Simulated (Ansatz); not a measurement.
ZrHg (space group P4/mmm)

```xyz
2
Lattice="3.1477 0.0000 0.0000 0.0000 3.1477 0.0000 0.0000 0.0000 4.2704" Properties=species:S:1:pos:R:3 pbc="T T T"
Zr     1.5738     1.5738     2.1352
Hg     0.0000     0.0000     0.0000
```

The slice is a (010) plane (indices of the conventional cell) through the point (0.000, 0.000, 0.000) (fractional), spanned by u = [100] and v = [001] in vectors of this cell: u (3.15 Å) and v (4.27 Å, at 90° to u). It covers one period; positions are fractions (u, v).

Level of theory: r2SCAN (plane waves to 500 eV, PAW, scalar-relativistic; Ansatz, a quantum-chemistry and plane-wave program). k mesh 15×15×11. Near the nuclei the fields are pseudised (PAW); where an atom keeps semicore shells as valence, they peak there. Spin-orbit coupling is left out, though Hg is heavy. ZrHg is run without spin polarisation. ZrHg was relaxed with its symmetry unable to fall.

### Question
What is the valence density on the shortest Hg–Hg line in this plane (3.15 Å), at its midpoint?

### Answer
0.20 e/Å³.

### Question
Sketch the valence electron density on this plane as a map.

### Answer
```
v \ u  0.00  0.10  0.19  0.29  0.38  0.48  0.57  0.67  0.76  0.86  0.95
-----  ----  ----  ----  ----  ----  ----  ----  ----  ----  ----  ----
0.86    0.8   0.6   0.2  -0.3  -0.6  -0.7  -0.7  -0.4   0.0   0.5   0.7
0.71   -0.4  -0.5  -0.6  -0.7  -0.8  -0.8  -0.8  -0.7  -0.6  -0.5  -0.5
0.57   -0.9  -0.8  -0.8  -0.8  -0.8  -0.7  -0.7  -0.8  -0.8  -0.8  -0.9
0.43   -0.9  -0.8  -0.8  -0.8  -0.8  -0.7  -0.7  -0.8  -0.8  -0.8  -0.9
0.29   -0.4  -0.5  -0.6  -0.7  -0.8  -0.8  -0.8  -0.7  -0.6  -0.5  -0.5
0.14    0.8   0.6   0.2  -0.3  -0.6  -0.7  -0.7  -0.4   0.0   0.5   0.7
0.00    1.2   1.1   0.8   0.1  -0.4  -0.7  -0.6  -0.2   0.5   1.0   1.2
```

Values: log₁₀ of the valence density in e/Å³. The scale is logarithmic, as a density can span decades between atoms and voids.
